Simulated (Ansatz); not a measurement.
## Orbital-resolved density of states of LuTl3

```xyz
4
Lattice="4.6880 0.0000 0.0000 0.0000 4.6880 0.0000 0.0000 0.0000 4.6880" Properties=species:S:1:pos:R:3 pbc="T T T"
Lu    0.0000    0.0000    0.0000
Tl    0.0000    2.3440    2.3440
Tl    2.3440    2.3440    0.0000
Tl    2.3440    0.0000    2.3440
```

Atoms are numbered in the order listed.

The cell is the one relaxed in the Materials Project (mp-2060), not relaxed further here; entries there can be hypothetical.

No spin–orbit coupling, which matters for the heavy atoms here.

The calculation used DFT, LDA, all-electron LAPW, scalar-relativistic (Ansatz 0.2.0).

Sampling and basis: a Γ-centred 7×7×7 k mesh, Fermi–Dirac smearing of 0.08 eV, basis error target 1 meV/atom, no spin polarisation.

States per eV for one atom of each kind, in 0.4 eV bins named by their centres, from the Fermi level, projected on a minimal set of Löwdin-orthogonalised atomic shells; orbitals are real harmonics on the Cartesian axes, equal curves share a column, and empty bins are left out, as is all above 8.0 eV, near the top of the computed bands.

Lu1 4f:

```
# E all fz3 fxz2=fyz2 fz(x2-y2) fxyz fx(x2-3y2)=fy(3x2-y2)
-11.5 0.01 0.00 0.00 0.00 0.00 0.00
-7.1 0.01 0.00 0.00 0.00 0.00 0.00
-6.7 0.05 0.00 0.01 0.01 0.00 0.01
-6.3 0.23 0.01 0.04 0.06 0.01 0.03
-5.9 33.31 4.87 4.70 4.60 4.88 4.77
-5.5 1.14 0.09 0.20 0.26 0.09 0.15
-5.1 0.17 0.01 0.03 0.04 0.01 0.02
-4.7 0.04 0.00 0.01 0.01 0.00 0.00
-4.3 0.01 0.00 0.00 0.00 0.00 0.00
```

Lu1 5d:

```
# E all dz2=dx2-y2 dxz=dyz=dxy
-11.9 0.07 0.01 0.02
-11.5 0.16 0.04 0.03
-11.1 0.03 0.01 0.01
-9.5 0.01 0.00 0.00
-9.1 0.02 0.00 0.00
-8.7 0.04 0.00 0.01
-8.3 0.06 0.00 0.02
-7.9 0.07 0.00 0.02
-7.5 0.08 0.00 0.02
-7.1 0.07 0.02 0.01
-6.7 0.09 0.02 0.02
-6.3 0.14 0.02 0.03
-5.9 0.24 0.03 0.06
-5.5 0.15 0.02 0.04
-5.1 0.16 0.02 0.04
-4.7 0.12 0.03 0.02
-4.3 0.11 0.03 0.02
-3.9 0.04 0.02 0.00
-3.5 0.03 0.01 0.00
-3.1 0.09 0.03 0.01
-2.7 0.14 0.03 0.03
-2.3 0.17 0.03 0.03
-1.9 0.22 0.04 0.04
-1.5 0.44 0.09 0.09
-1.1 0.90 0.15 0.20
-0.7 0.90 0.15 0.20
-0.3 0.80 0.16 0.16
0.1 0.26 0.03 0.06
0.5 0.89 0.12 0.22
0.9 0.49 0.08 0.11
1.3 1.17 0.24 0.23
1.7 1.03 0.29 0.15
2.1 1.78 0.54 0.23
2.5 2.81 0.75 0.44
2.9 3.01 0.71 0.53
3.3 1.82 0.37 0.36
3.7 1.09 0.15 0.27
4.1 0.74 0.06 0.21
4.5 0.75 0.05 0.21
4.9 0.43 0.04 0.11
5.3 0.32 0.05 0.07
5.7 0.21 0.03 0.05
6.1 0.28 0.04 0.06
6.5 0.27 0.05 0.06
6.9 0.44 0.08 0.09
7.3 0.56 0.10 0.12
7.7 0.22 0.04 0.05
```

Tl2 5d:

```
# E all dz2 dxz=dxy dyz dx2-y2
-11.9 4.99 0.51 1.58 0.55 0.77
-11.5 12.39 2.75 1.55 3.91 2.63
-11.1 7.26 1.68 1.77 0.48 1.55
-10.7 0.02 0.00 0.01 0.00 0.00
-8.7 0.01 0.00 0.00 0.00 0.00
-8.3 0.01 0.00 0.00 0.00 0.00
-7.9 0.01 0.00 0.00 0.00 0.00
-7.5 0.01 0.00 0.00 0.00 0.00
-7.1 0.01 0.00 0.00 0.00 0.00
-6.7 0.02 0.00 0.01 0.00 0.00
-6.3 0.02 0.00 0.01 0.00 0.00
-5.9 0.03 0.00 0.01 0.00 0.00
-5.5 0.01 0.00 0.00 0.00 0.00
-5.1 0.01 0.00 0.00 0.00 0.00
-4.7 0.01 0.00 0.00 0.00 0.00
-4.3 0.01 0.00 0.00 0.00 0.00
-2.7 0.01 0.00 0.00 0.00 0.00
-2.3 0.01 0.00 0.00 0.00 0.00
-1.9 0.01 0.00 0.00 0.00 0.00
-1.5 0.01 0.00 0.00 0.00 0.00
-1.1 0.01 0.00 0.00 0.00 0.00
-0.7 0.01 0.00 0.00 0.00 0.00
-0.3 0.01 0.00 0.00 0.00 0.00
0.5 0.01 0.00 0.00 0.00 0.00
0.9 0.01 0.00 0.00 0.00 0.00
1.3 0.01 0.00 0.00 0.00 0.00
1.7 0.01 0.00 0.00 0.01 0.00
2.1 0.01 0.00 0.00 0.00 0.00
2.5 0.01 0.00 0.00 0.01 0.00
2.9 0.01 0.00 0.00 0.01 0.00
3.3 0.01 0.00 0.00 0.00 0.00
4.5 0.01 0.00 0.00 0.00 0.00
```

Tl2 6p:

```
# E all pz=py px
-11.9 0.03 0.00 0.02
-11.5 0.07 0.02 0.03
-11.1 0.03 0.01 0.01
-9.9 0.02 0.00 0.01
-9.5 0.05 0.01 0.02
-9.1 0.07 0.02 0.04
-8.7 0.11 0.02 0.07
-8.3 0.11 0.02 0.07
-7.9 0.08 0.01 0.05
-7.5 0.08 0.02 0.04
-7.1 0.09 0.03 0.03
-6.7 0.14 0.06 0.02
-6.3 0.15 0.06 0.02
-5.9 0.15 0.05 0.04
-5.5 0.07 0.02 0.02
-5.1 0.08 0.03 0.03
-4.7 0.06 0.02 0.02
-4.3 0.04 0.01 0.01
-3.9 0.01 0.00 0.00
-3.5 0.04 0.02 0.00
-3.1 0.20 0.08 0.04
-2.7 0.22 0.09 0.04
-2.3 0.30 0.12 0.07
-1.9 0.35 0.14 0.08
-1.5 0.52 0.20 0.12
-1.1 0.61 0.23 0.14
-0.7 0.46 0.18 0.09
-0.3 0.37 0.15 0.08
0.1 0.16 0.05 0.07
0.5 0.41 0.13 0.15
0.9 0.20 0.06 0.08
1.3 0.30 0.12 0.07
1.7 0.20 0.07 0.05
2.1 0.35 0.13 0.09
2.5 0.39 0.12 0.14
2.9 0.27 0.07 0.13
3.3 0.28 0.07 0.14
3.7 0.23 0.07 0.09
4.1 0.24 0.06 0.13
4.5 0.57 0.13 0.32
4.9 0.53 0.13 0.26
5.3 0.35 0.11 0.14
5.7 0.40 0.09 0.22
6.1 0.59 0.14 0.30
6.5 0.55 0.14 0.26
6.9 0.61 0.24 0.14
7.3 0.76 0.33 0.10
7.7 0.43 0.15 0.13
```

Lu1 6s:

```
# E all
-11.9 0.03
-11.5 0.03
-9.9 0.05
-9.5 0.06
-9.1 0.05
-8.7 0.05
-8.3 0.03
-7.9 0.01
-7.5 0.01
-7.1 0.03
-6.7 0.04
-6.3 0.02
-5.9 0.02
-5.5 0.01
-5.1 0.01
-3.5 0.03
-3.1 0.10
-2.7 0.12
-2.3 0.09
-1.9 0.06
-1.5 0.05
-1.1 0.03
-0.7 0.05
-0.3 0.06
0.1 0.02
0.5 0.10
0.9 0.03
1.3 0.19
1.7 0.40
2.1 0.14
2.5 0.09
2.9 0.16
3.3 0.19
3.7 0.10
4.1 0.09
4.5 0.24
4.9 0.16
5.3 0.14
5.7 0.06
6.1 0.10
6.5 0.08
6.9 0.21
7.3 0.51
7.7 0.14
```

Tl2 6s:

```
# E all
-11.9 0.04
-11.5 0.03
-11.1 0.01
-9.9 0.05
-9.5 0.08
-9.1 0.11
-8.7 0.17
-8.3 0.16
-7.9 0.13
-7.5 0.12
-7.1 0.14
-6.7 0.24
-6.3 0.35
-5.9 0.40
-5.5 0.22
-5.1 0.24
-4.7 0.20
-4.3 0.19
-3.9 0.09
-3.5 0.02
-3.1 0.02
-2.7 0.04
-2.3 0.05
-1.9 0.05
-1.5 0.06
-1.1 0.04
-0.7 0.07
-0.3 0.09
0.1 0.04
0.5 0.16
0.9 0.06
1.3 0.08
1.7 0.06
2.1 0.12
2.5 0.15
2.9 0.15
3.3 0.15
3.7 0.15
4.1 0.09
4.5 0.07
4.9 0.03
5.3 0.05
5.7 0.02
6.1 0.05
6.5 0.03
6.9 0.02
7.3 0.02
7.7 0.01
```
